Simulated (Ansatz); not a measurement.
Settings and field gradients in CdSe with Sn replacing Cd

Cell: a supercell of CdSe (wurtzite type, P6_3mc) built from a structure deposited in the COD (the entry's cell lengths or inner coordinates differ somewhat from later room-temperature determinations), with all atoms left at the host's positions.

```yaml
crystal:
  lattice:
    - [8.60000, 0.00000, 0.00000]
    - [-4.30000, 7.44782, 0.00000]
    - [0.00000, 0.00000, 14.04000]
  atoms:
    - { symbol: Sn, position: [0.16667, 0.33333, 0.00000] }
    - { symbol: Cd, position: [0.16667, 0.33333, 0.50000] }
    - { symbol: Cd, position: [0.16667, 0.83333, 0.00000] }
    - { symbol: Cd, position: [0.16667, 0.83333, 0.50000] }
    - { symbol: Cd, position: [0.66667, 0.33333, 0.00000] }
    - { symbol: Cd, position: [0.66667, 0.33333, 0.50000] }
    - { symbol: Cd, position: [0.66667, 0.83333, 0.00000] }
    - { symbol: Cd, position: [0.66667, 0.83333, 0.50000] }
    - { symbol: Cd, position: [0.33333, 0.16667, 0.25000] }
    - { symbol: Cd, position: [0.33333, 0.16667, 0.75000] }
    - { symbol: Cd, position: [0.33333, 0.66667, 0.25000] }
    - { symbol: Cd, position: [0.33333, 0.66667, 0.75000] }
    - { symbol: Cd, position: [0.83333, 0.16667, 0.25000] }
    - { symbol: Cd, position: [0.83333, 0.16667, 0.75000] }
    - { symbol: Cd, position: [0.83333, 0.66667, 0.25000] }
    - { symbol: Cd, position: [0.83333, 0.66667, 0.75000] }
    - { symbol: Se, position: [0.16667, 0.33333, 0.19250] }
    - { symbol: Se, position: [0.16667, 0.33333, 0.69250] }
    - { symbol: Se, position: [0.16667, 0.83333, 0.19250] }
    - { symbol: Se, position: [0.16667, 0.83333, 0.69250] }
    - { symbol: Se, position: [0.66667, 0.33333, 0.19250] }
    - { symbol: Se, position: [0.66667, 0.33333, 0.69250] }
    - { symbol: Se, position: [0.66667, 0.83333, 0.19250] }
    - { symbol: Se, position: [0.66667, 0.83333, 0.69250] }
    - { symbol: Se, position: [0.33333, 0.16667, 0.44250] }
    - { symbol: Se, position: [0.33333, 0.16667, 0.94250] }
    - { symbol: Se, position: [0.33333, 0.66667, 0.44250] }
    - { symbol: Se, position: [0.33333, 0.66667, 0.94250] }
    - { symbol: Se, position: [0.83333, 0.16667, 0.44250] }
    - { symbol: Se, position: [0.83333, 0.16667, 0.94250] }
    - { symbol: Se, position: [0.83333, 0.66667, 0.44250] }
    - { symbol: Se, position: [0.83333, 0.66667, 0.94250] }
```

Atoms are numbered from 1 in the order listed; like atoms form one site, named after its first atom.

Reference run. Computed with Ansatz: DFT, PBE, plane waves and PAW, scalar-relativistic, 420 eV cutoff, Γ-centred 3×3×2 k-points, Fermi–Dirac smearing 0.01 eV.

It gives V_zz (10²¹ V/m²) Sn 4.39 (η 0.00), Cd10 3.87 (η 0.04), Se26 -2.59 (η 0.88), among others. Each of these runs changes the input as listed (caps on SCF iterations aside):

A. kpoints.mp_grid.grid: [3, 3, 2] → [4, 4, 3]; scf.convergence.dr2_threshold: not typed → 1e-05
B. scf.initial_density.chi_scale: not typed → 0.0

Task: How does each run end, and how far do the gradients move?

Result: 

```tsv
run	Sn V_zz (η)	Cd10 V_zz (η)	Se26 V_zz (η)	largest change of a gradient tensor, all atoms	note
A	4.43 (0.00)	3.82 (0.03)	-2.60 (0.78)	0.20	converged
B	4.39 (0.00)	3.87 (0.04)	-2.59 (0.88)	0.00	converged
```

Run A moves them most, on Se32 (V_zz from -2.01 to -2.21); against its own size the tensor moves most on Se17 among sites above 0.3 (by 0.15, V_zz from 0.55 to 0.40).

Run A changes kpoints.mp_grid.grid, scf.convergence.dr2_threshold together, so the table can't tell their shares apart.

On the reference run: The run isn't spin-polarised, and a state with spin may lie lower. The defect repeats with the cell of 32 atoms, so it feels its images: sites between two images don't show the values beside a lone defect, and zeros or small values of η there can come from the images' arrangement. Cd and Se carry a gradient in the pure host already, so the values there aren't the defect's effect alone. The defect cell has no gap above 0.1 eV on its mesh, so the values can hang on the smearing and the k-mesh. Without spin–orbit coupling (the program notes it for Cd and Sn) the gradients can shift somewhat, as the gap is small. The neighbours have not yet relaxed around the defect (largest force 1.3 eV/Å), so a real crystal will differ.
